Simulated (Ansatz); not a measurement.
The elements of this relaxed trial crystal are hidden behind letters.

```
lattice vectors (Å)
   6.4278    0.0000    0.0000
  -3.2139    5.5667    0.0000
   0.0000    0.0000    3.7249
fractional positions
X 0.0000 0.0000 0.5000
Z 0.6740 0.0000 0.0000
Z 0.0000 0.6740 0.0000
Z 0.3260 0.3260 0.0000
Z 0.3333 0.6667 0.5000
Z 0.6667 0.3333 0.5000
```

Theory: Ansatz, DFT PBE, scalar-relativistic, plane waves, PAW. Plane waves to 420 eV, a 6×6×10 mesh through Γ for the 6-atom cell and 0.10 eV Gaussian smearing; no spin polarisation.

```
Space group                               : P-62m (No. 189)
Conventional cell                         : a = 6.428 Å, c = 3.725 Å
Volume per atom                           : 22.21 Å³
Density                                   : 5.79 g/cm³
Energy over the elements                  : +0.20 eV/atom
Gap on the 6×6×10 mesh of the 6-atom cell : 0 eV (a metal)
```

Energies are uncorrected and count from the elements' standard states at the same level.

Problem. X is a p-block element of period 4 and Z is a p-block element of period 4. Which elements are they?

Solution. X = Ga, Z = Se, so the formula is GaSe5. Density times volume gives a mean mass of 5.79 × 22.21/1.6605 = 77.4 u per atom, and this set has 77.4 u. Among the elements that the hints allow, noble gases aside, only these give it. Around Ga lie 6 Se at 2.80 Å; around Se on a site of symmetry m2m lie 2 Ga at 2.80 Å and 4 Se at 2.86 Å; Se on a site of symmetry -6 has 6 Se at 2.86 Å.

An odd number of electrons in the primitive cell allows no gap without spin; a larger cell or a magnetic state could open one. The cell is a metal run without spin; a magnetic state may lie lower. A structure relaxed within its symmetry needn't be a true minimum. Another cell of GaSe5 relaxed alike, in P-6m2, lies 65 meV/atom lower, so this cell isn't the stable form at this level.
